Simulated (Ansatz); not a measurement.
This is a relaxation of cell and atoms with the PAW code Ansatz on an ordered 8-atom cell of In₃GaP₄ on the zincblende lattice (P-4m2); the level of theory is r2SCAN. It starts from the PBE minimum.

```yaml
crystal:
  lattice:
    - [4.1283737271, 0.0, 0.0]
    - [0.0, 4.1283737271, 0.0]
    - [0.0, 0.0, 11.7268387755]
  atoms:
    - { symbol: Ga, position: [0.0, 0.0, 0.0] }
    - { symbol: P, position: [0.0, 0.5, 0.1104427371] }
    - { symbol: In, position: [0.5, 0.5, 0.2408580726] }
    - { symbol: P, position: [0.5, 0.0, 0.3703917385] }
    - { symbol: In, position: [0.0, 0.0, 0.5] }
    - { symbol: P, position: [0.0, 0.5, 0.6296082615] }
    - { symbol: In, position: [0.5, 0.5, 0.7591419274] }
    - { symbol: P, position: [0.5, 0.0, 0.8895572629] }
kpoints:
  mp_grid: { grid: [6, 6, 2] }
hamiltonian:
  xc: r2scan
scf:
  occupations: { method: fermi_dirac, width: 0.02 }
relax:
  f_tol: 0.005
  cell: {}
```

The trajectory has 5 recorded frames, each with fractional positions and then forces in eV/Å along x, y and z. The last, and any step after a large change of cell, is solved on a basis re-selected at its cell; pressure is positive in compression.

Step 1: energy 0.0 meV/atom from step 1, largest force component 0.006 eV/Å, pressure -1.85 GPa; a = 4.128 Å, b = 4.128 Å, c = 11.727 Å, α = 90.00°, β = 90.00°, γ = 90.00°
```
Ga 0.0000 0.0000 0.0000     0.000   0.000   0.000
P  0.0000 0.5000 0.1104     0.000   0.000  -0.006
In 0.5000 0.5000 0.2409     0.000   0.000  -0.002
P  0.5000 0.0000 0.3704     0.000   0.000  -0.001
In 0.0000 0.0000 0.5000     0.000   0.000   0.000
P  0.0000 0.5000 0.6296     0.000   0.000   0.001
In 0.5000 0.5000 0.7591     0.000   0.000   0.002
P  0.5000 0.0000 0.8896     0.000   0.000   0.006
```

Step 2: energy -3.6 meV/atom from step 1, largest force component 0.140 eV/Å, pressure +0.51 GPa; a = 4.081 Å, b = 4.081 Å, c = 11.601 Å, α = 90.00°, β = 90.00°, γ = 90.00°
```
Ga 0.0000 0.0000 0.0000     0.000   0.000   0.000
P  0.0000 0.5000 0.1113     0.000   0.000  -0.140
In 0.5000 0.5000 0.2413     0.000   0.000  -0.001
P  0.5000 0.0000 0.3706     0.000   0.000   0.001
In 0.0000 0.0000 0.5000     0.000   0.000   0.000
P  0.0000 0.5000 0.6294     0.000   0.000  -0.001
In 0.5000 0.5000 0.7587     0.000   0.000   0.001
P  0.5000 0.0000 0.8887     0.000   0.000   0.140
```

Step 3: energy -4.0 meV/atom from step 1, largest force component 0.027 eV/Å, pressure -0.01 GPa; a = 4.089 Å, b = 4.089 Å, c = 11.631 Å, α = 90.00°, β = 90.00°, γ = 90.00°
```
Ga 0.0000 0.0000 0.0000     0.000   0.000   0.000
P  0.0000 0.5000 0.1097     0.000   0.000   0.027
In 0.5000 0.5000 0.2403     0.000   0.000   0.015
P  0.5000 0.0000 0.3701     0.000   0.000  -0.001
In 0.0000 0.0000 0.5000     0.000   0.000   0.000
P  0.0000 0.5000 0.6299     0.000   0.000   0.001
In 0.5000 0.5000 0.7597     0.000   0.000  -0.015
P  0.5000 0.0000 0.8903     0.000   0.000  -0.027
```

Step 4: energy -4.1 meV/atom from step 1, largest force component 0.003 eV/Å, pressure -0.01 GPa; a = 4.089 Å, b = 4.089 Å, c = 11.633 Å, α = 90.00°, β = 90.00°, γ = 90.00°
```
Ga 0.0000 0.0000 0.0000     0.000   0.000   0.000
P  0.0000 0.5000 0.1101     0.000   0.000   0.001
In 0.5000 0.5000 0.2407     0.000   0.000  -0.003
P  0.5000 0.0000 0.3703     0.000   0.000  -0.001
In 0.0000 0.0000 0.5000     0.000   0.000   0.000
P  0.0000 0.5000 0.6297     0.000   0.000   0.001
In 0.5000 0.5000 0.7593     0.000   0.000   0.003
P  0.5000 0.0000 0.8899     0.000   0.000  -0.001
```

Step 5: energy -4.0 meV/atom from step 1, largest force component 0.003 eV/Å, pressure -0.01 GPa; a = 4.089 Å, b = 4.089 Å, c = 11.633 Å, α = 90.00°, β = 90.00°, γ = 90.00°
```
Ga 0.0000 0.0000 0.0000     0.000   0.000   0.000
P  0.0000 0.5000 0.1101     0.000   0.000   0.001
In 0.5000 0.5000 0.2407     0.000   0.000  -0.003
P  0.5000 0.0000 0.3703     0.000   0.000  -0.001
In 0.0000 0.0000 0.5000     0.000   0.000   0.000
P  0.0000 0.5000 0.6297     0.000   0.000   0.001
In 0.5000 0.5000 0.7593     0.000   0.000   0.003
P  0.5000 0.0000 0.8899     0.000   0.000  -0.001
```

The walk took 4 steps, besides SCFs solved again on a fresh basis, and changed the volume by -2.7 %. The last SCF, on a fresh basis, lies 4.0 meV an atom below the first. At the end: it is tetragonal, P-4m2 (No. 115); conventional cell a = 4.089 Å, c = 11.633 Å, 24.32 Å³ an atom. Ga is surrounded by 4 P at 2.41 Å; P is surrounded by 2 Ga at 2.41 Å and 2 In at 2.55 Å; In is surrounded by 4 P at 2.54–2.55 Å; P is surrounded by 4 In at 2.54 Å; In is surrounded by 4 P at 2.54 Å.

Run as `ansatz run input.yaml --threads 4 --pin off --max-ram 6451MiB --backend cpu --events-out ev --progress --plain --runs-dir out`.

Question: What wall time did it need on 4 threads of Arm Neoverse V1 (shared host), load about 0.6 per core, and what peak of host memory did it reach?

Answer: About 38 s, with a peak of 0.89 GiB.

The structure was generated, not taken from experiment, and needn't be the ground state; spin polarisation is off.
